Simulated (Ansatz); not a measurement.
W:
```
W
1.0
    9.74654     0.00000     0.00000
    0.00000     9.74654     0.00000
    0.00000     0.00000     5.11264
W
30
Direct
  0.46668   0.86947   0.00000
  0.53332   0.13053   0.00000
  0.63053   0.96668   0.50000
  0.36947   0.03332   0.50000
  0.96668   0.63053   0.50000
  0.03332   0.36947   0.50000
  0.13053   0.53332   0.00000
  0.86947   0.46668   0.00000
  0.75823   0.43820   0.50000
  0.24177   0.56180   0.50000
  0.06180   0.25823   0.00000
  0.93820   0.74177   0.00000
  0.25823   0.06180   0.00000
  0.74177   0.93820   0.00000
  0.56180   0.24177   0.50000
  0.43820   0.75823   0.50000
  0.81296   0.18704   0.74885
  0.18704   0.81296   0.25115
  0.31296   0.31296   0.24885
  0.68704   0.68704   0.75115
  0.18704   0.81296   0.74885
  0.81296   0.18704   0.25115
  0.68704   0.68704   0.24885
  0.31296   0.31296   0.75115
  0.39957   0.60043   0.00000
  0.60043   0.39957   0.00000
  0.89957   0.89957   0.50000
  0.10043   0.10043   0.50000
  0.00000   0.00000   0.00000
  0.50000   0.50000   0.50000
```

Relaxed with r²SCAN. Special points in fractions of this cell's reciprocal vectors: Γ (0.000, 0.000, 0.000); X (0.000, 0.500, 0.000); M (0.500, 0.500, 0.000); Z (0.000, 0.000, 0.500); R (0.000, 0.500, 0.500); A (0.500, 0.500, 0.500).

### Question
List the band energies nearest the Fermi level at these points for the program Ansatz at the r²SCAN level (PAW).

### Answer
In eV from the Fermi level; about four levels below and three above (degenerate sets whole), none deeper than 8.9 eV; points with the same levels are listed once.

| k | below | above |
|---|---|---|
| Γ | -0.89 -0.60 -0.58 -0.15 | 0.01 0.03 0.03 |
| X | -0.22 -0.22 -0.02 -0.02 | 0.19 0.19 0.50 0.50 |
| M | -0.29 -0.29 -0.11 -0.11 | 0.30 0.30 0.59 0.59 |
| Z | -0.34 -0.34 -0.26 -0.26 | 0.08 0.08 0.16 0.16 |
| R | -0.52 -0.52 -0.40 -0.40 | 0.24 0.24 0.27 0.27 |
| A | -0.32 -0.32 -0.07 -0.07 | 0.30 0.30 0.78 0.78 |

Space group P4_2/mnm. The start of the workflow was typed in or built on a structure type; neither database checked (COD, Materials Project) lists it. It is not the phase usual at ambient conditions (space group No. 229). The r²SCAN relaxation kept the symmetry of its start; its stability against distortions is not shown here. No spin polarisation was allowed. Scalar-relativistic: spin–orbit coupling is off unless named, which matters more the heavier the elements.

Potentials: the later of the program's two PAW sets.
